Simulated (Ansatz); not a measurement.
## What DFT gives for K$_{2}$LaAlF$_{6}$

```
K La Al F
1.0
     5.78093   -0.41835   -0.90692
    -0.56433    5.25986    0.51779
    -0.12546   -0.07670    5.40956
K La Al F
2 1 1 6
Direct
  0.03829 0.69684 0.07455
  0.60358 0.06147 0.18004
  0.09926 0.29094 0.62115
  0.33986 0.84058 0.63548
  0.65175 0.54226 0.24667
  0.61226 0.71978 0.87585
  0.95422 0.82186 0.49221
  0.04545 0.16617 0.15909
  0.63466 0.11977 0.70542
  0.76793 0.87980 0.66423
```

Method: PBE, no spin polarisation; PAW, plane waves to 420 eV, 3×4×4 (shifted by 0.5, 0.5, 0.5 steps) mesh, fermi-dirac occupations (width 0.1 eV) (Ansatz 0.2.0), atoms fixed.

Stress: The pressure is 16.9 GPa (compression positive), so with the atoms held at these fractions the cell would first expand; the forces are large, so a full relaxation may end otherwise. The principal stresses 1.2, 18.4, 31.1 GPa differ, so its shape would change too.
At the Fermi level: It is a metal, with about 5.9 states/eV a cell as the mean within 0.25 eV of the Fermi level, mostly F p (42 %), Al p (19 %) and La d (19 %).
Charges: Bader charges in e: K +0.78 to +0.82, La +1.71, Al +0.76, F -0.82 to -0.33. In the mean La gives up most and F takes most.
Forces: The largest is on F9: 9.91 eV/Å, components (-5.91, 7.69, 2.04). It makes 175° with the line to a nearest neighbour, F10 at 1.67 Å, pointing away from it.
Contacts: F–F at 1.64 Å: least valence density 0.97 e/Å³ and ELF 0.17 there. K–F at 2.56 Å: least valence density 0.14 e/Å³ and ELF 0.03 there. La–F at 2.59 Å: least valence density 0.25 e/Å³ and ELF 0.10 there. Al–F at 2.04 Å is left out, since its least density falls inside a PAW sphere. Both are smooth PAW fields, read partly inside the augmentation spheres.

Origin: a disordered cell, so it need not be a known compound. Caveats: many states at the Fermi level without spin polarisation, so a magnetic state may lie lower; the k mesh is coarse if the cell is a metal; atoms or cell far from equilibrium; f levels without a U or exact exchange are poorly placed.
